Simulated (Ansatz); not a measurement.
AgC$_{8}$:
```xyz
9
Lattice="4.9089 0.0000 0.0000 -2.4544 4.2512 0.0000 0.0000 0.0000 5.4162" Properties=species:S:1:pos:R:3 pbc="T T T"
C      0.0000     1.4201     0.0000
C     -1.2246     3.5412     0.0000
C      2.4544     1.4171     0.0000
C      1.2246     3.5412     0.0000
C      1.2299     0.7101     0.0000
C      0.0000     2.8342     0.0000
C      3.6790     0.7101     0.0000
C      2.4544     2.8311     0.0000
Ag     0.0000     0.0000     2.7081
```

Relaxed with r²SCAN+D4. Special points in fractions of this cell's reciprocal vectors: Γ (0.000, 0.000, 0.000); M (0.500, 0.000, 0.000); K (0.333, 0.333, 0.000); A (0.000, 0.000, 0.500); L (0.500, 0.000, 0.500); H (0.333, 0.333, 0.500).

### Question
List the band energies nearest the Fermi level at these points for DFT-r²SCAN+D4 in the program Ansatz with PAW potentials.

### Answer
In eV from the Fermi level; about four levels below and three above (degenerate sets whole), none deeper than 8.9 eV; points with the same levels are listed once.

```tsv
k	below	above
Γ	-3.33 -2.69 -2.69 -1.41	0.68 0.85 0.85
M	-3.95 -3.85 -2.93 -0.11	1.81 2.07 2.27
K	-3.99 -3.99 -0.76 -0.76	0.12 2.57 2.57
A	-3.65 -3.65 -3.38 -0.34	0.87 0.87 1.51
L	-4.09 -4.06 -4.01 -3.46	1.59 2.04 2.11
H	-4.11 -4.11 -3.94 -0.96 -0.96	1.80 3.97 3.97
```

Space group P6/mmm. A made-up cell: these elements were put on the sites of a structure type; neither database checked (COD, Materials Project) lists it. Whether it is the stable phase at ambient conditions was not checked. The r²SCAN+D4 relaxation kept the symmetry of its start; whether a distortion lowers the energy is not shown. No spin polarisation was allowed. Spin–orbit coupling is left out wherever it is not named.

Potentials: the later of the program's two PAW sets.
